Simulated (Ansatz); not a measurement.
GaN (zinc blende)

```xyz
4
Lattice="0.0000 4.5485 4.5485 2.2743 2.2743 4.5485 2.2743 2.2743 0.0000" Properties=species:S:1:pos:R:3 pbc="T T T"
N      3.4114     3.4114     3.4114
N      3.4114     5.6856     5.6856
Ga     0.0000     0.0000     0.0000
Ga     2.2743     4.5485     2.2743
```

The atoms are displaced by Q × the pattern below (from a DFPT mode at X = (0.5, 0.5, 0.0), largest move 1; Q in Å), at fixed cell. It is one choice among 2 degenerate patterns. (q is in reciprocal vectors of the primitive cell; the cell shown is doubled to hold the pattern.)

```json
[
 {"atom": "N1", "x": "0.000", "y": "-1.000", "z": "0.000"},
 {"atom": "N2", "x": "0.000", "y": "1.000", "z": "0.000"},
 {"atom": "Ga3", "x": "0.115", "y": "0.000", "z": "0.000"},
 {"atom": "Ga4", "x": "-0.115", "y": "0.000", "z": "0.000"}
]
```

These are PBE (plane waves to 420 eV, PAW, scalar-relativistic; Ansatz, a first-principles code) values and carry that method's errors. k mesh 12×12×12 (Γ-centred), Fermi-Dirac smearing 0.05 eV. Energies are smeared free energies. GaN was relaxed with its symmetry unable to fall. ΔE is measured from the undisplaced structure.

| Q (Å) | ΔE (eV/cell) |
|---|---|
| -0.100 | 0.1824 |
| -0.067 | 0.0811 |
| -0.033 | 0.0203 |
| 0.000 | 0.0000 |
| 0.033 | 0.0203 |
| 0.067 | 0.0811 |
| 0.100 | 0.1824 |

Q: Which DFPT wavenumber at X = (0.5, 0.5, 0.0) belongs to this mode?
(A) 185 cm⁻¹
(B) 331 cm⁻¹
(C) 577 cm⁻¹

A: C, 577 cm⁻¹. The curvature of the scan gives 577 cm⁻¹

(For displaced atoms, the force is minus the slope of the energy, and its curvature is a force constant, which sets phonon frequencies.)
